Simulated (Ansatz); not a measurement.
**SnGe₃O₈: rattling a relaxed structure**

The structure comes from a generated guess, relaxed at this level; another structure or a mixture of phases may lie lower.

The calculation used DFT PBE, scalar-relativistic, plane waves, PAW (Ansatz). Plane waves to 420 eV, a k mesh through Γ of 6×6×6 on the computed 12-atom cell and Gaussian smearing (0.02 eV); no spin polarisation.

The cell below (12 atoms, space group Cmmm (No. 65)) is relaxed within its symmetry.

```yaml
crystal:
  lattice:
    - [3.21021, -3.25636, 0.00000]
    - [3.21021, 3.25636, 0.00000]
    - [0.00000, 0.00000, 5.99149]
  atoms:
    - { symbol: Sn, position: [0.50000, 0.50000, 0.50000] }
    - { symbol: Ge, position: [0.00000, 0.00000, 0.75670] }
    - { symbol: Ge, position: [0.00000, 0.00000, 0.24330] }
    - { symbol: Ge, position: [0.50000, 0.50000, 0.00000] }
    - { symbol: O, position: [0.69905, 0.69905, 0.76598] }
    - { symbol: O, position: [0.69905, 0.69905, 0.23402] }
    - { symbol: O, position: [0.80669, 0.19331, 0.00000] }
    - { symbol: O, position: [0.81871, 0.18129, 0.50000] }
    - { symbol: O, position: [0.30095, 0.30095, 0.76598] }
    - { symbol: O, position: [0.30095, 0.30095, 0.23402] }
    - { symbol: O, position: [0.19331, 0.80669, 0.00000] }
    - { symbol: O, position: [0.18129, 0.81871, 0.50000] }
```

For the test it was strained at random (σ = 1.5 % a component), the atoms were moved at random (σ = 0.15 Å), and all was relaxed again on a coarse 4×4×2 mesh (in the run’s order of axes) with 0.10 eV smearing, with no symmetry imposed.

Question: What happens?

Answer: It returns, within 1 meV/atom of the unmoved cell on that mesh and with the same symmetry when read at 0.1 Å. So it is stable against the distortions that fit this cell and that this random move excites. Modes that don't fit the cell aren't tested.
